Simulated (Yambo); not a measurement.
G0W0@LDA for Cs2NaYF6 (space group Fm-3m, No. 225) in Yambo. Reference settings: 2×2×2 Γ-centred k mesh, bands 2 to 286 and a 7 Ry block in the screening, 286 bands in G with the Bruneval-Gonze terminator, plasmon pole fitted at 27.2 eV. The LDA gap Γ → Γ on this mesh is 6.54 eV; G0W0 gaps are taken between the same points.

Gap (Γ → Γ) in eV against the number of bands and the screening block, terminator on:

| bands (W and G) | 2 Ry | 3 Ry | 4 Ry | 6 Ry | 7 Ry |
|---|---|---|---|---|---|
| 75 | 11.918 | 11.379 | 11.212 | 11.004 | 10.957 |
| 113 | 11.427 | 10.911 | 10.756 | 10.579 | 10.542 |
| 161 | 11.215 | 10.695 | 10.552 | 10.396 | 10.364 |
| 224 | 11.114 | 10.592 | 10.456 | 10.318 | 10.296 |
| 286 | 11.094 | 10.539 | 10.402 | 10.278 | 10.262 |

Rough cost of the Yambo step against the reference (shared machines):

| bands (W and G) | 2 Ry | 3 Ry | 4 Ry | 6 Ry | 7 Ry |
|---|---|---|---|---|---|
| 75 | 1/6 | 1/6 | 1/6 | 1/5 | 1/4 |
| 113 | 1/4 | 1/3 | 1/3 | 1/3 | 1/3 |
| 161 | 1/2 | 1/2 | ~1 | ~1 | ~1 |
| 224 | ~1 | ~1 | ~1 | ~1 | ~1 |
| 286 | ~1 | ~1 | ~1 | ~1 | 1 |

At the largest block the last step in bands moves the gap by -0.034 eV; at the most bands the last step in the block moves it by -0.016 eV.

Geometry of the Materials Project entry, not relaxed at this level; primitive cell a = 6.506 Å, b = 6.506 Å, c = 6.506 Å, α = 60.00°, β = 60.00°, γ = 60.00°.
